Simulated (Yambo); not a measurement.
```
CELL_PARAMETERS angstrom
      4.06750     0.00000     0.00000
     -2.03375     3.52256     0.00000
      0.00000     0.00000     7.09549
ATOMIC_POSITIONS crystal
  Cu 0.66667 0.33333 0.59445
  Cu 0.33333 0.66667 0.40555
  I  0.33333 0.66667 0.77034
  I  0.66667 0.33333 0.22966
```

CuI (space group P-3m1, No. 164): mean Im ε in 1 eV windows above the direct gap of 2.53 eV, for different electron-hole kernels (Yambo, broadening 0.15 eV, norm-conserving PBEsol (Quantum ESPRESSO, 92 Ry, no spin-orbit coupling) bands; 9×9×4 mesh, 14 valence and 3 conduction bands, static screening with 67 bands and a 4 Ry block, scissor 1.04 eV, Tamm-Dancoff; field along x).

| window (eV) | independent quasiparticles | RPA (no attraction) | BSE |
|---|---|---|---|
| 2.5 to 3.5 | 0.8 | 0.7 | 2.2 |
| 3.5 to 4.5 | 2.7 | 2.5 | 5.4 |
| 4.5 to 5.5 | 5.5 | 5.2 | 6.2 |

This run doesn't resolve bound excitons or single peaks, so only averages are given, and they too depend on the mesh; weight that the attraction moves below the gap isn't listed. All transitions below 6.08 eV are in the band window. The scissor comes from a G0W0 run whose convergence isn't established.

Without spin-orbit coupling, band edges of such heavy elements can be off by tenths of an eV. The filled Cu 3d shell has no Hubbard U; semilocal functionals place it too high.

Geometry relaxed with PBE+D3(BJ).

This is not the ordinary phase of the substance; no match was found in the copy of COD used, and its stability was not checked.
